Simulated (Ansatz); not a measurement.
Here is the system:

VGe:
```xyz
2
Lattice="0.0000 2.5105 2.5105 2.5105 0.0000 2.5105 2.5105 2.5105 0.0000" Properties=species:S:1:pos:R:3 pbc="T T T"
Ge     0.0000     0.0000     0.0000
V      2.5105     2.5105     2.5105
```
Starting moments (μB, in the order of the atoms Ge V): 0.0 0.2.

This is the PBE-relaxed structure.

**Question.** All from PBE (plane waves, PAW; program Ansatz), unless another level is named. Give the electronic character.

**Answer.** metallic (no gap).

**Question.** Next, the formation energy from the elements (no fitted shifts)?

**Answer.** 0.10 eV/atom.

**Question.** What about the density of states at the Fermi level?

**Answer.** 1.3 states/eV per atom (mean over ±0.08 eV).

Space group Fm-3m (rock salt). The cell is a constructed one: a structure type filled with these elements; neither database checked (COD, Materials Project) lists it. Its standing as an ambient phase is unchecked. The PBE relaxation kept the symmetry of its start; its stability against distortions is not shown here. The final state is ferromagnetic, the only order run, not a proven ground state. The cell computed holds one magnetic atom, so no antiferromagnetic order was within reach. The references are the lowest solids computed at this level, not always the standard phases. Scalar-relativistic: spin–orbit coupling is off unless named, which matters more the heavier the elements.

Potentials: the later of the program's two PAW sets.
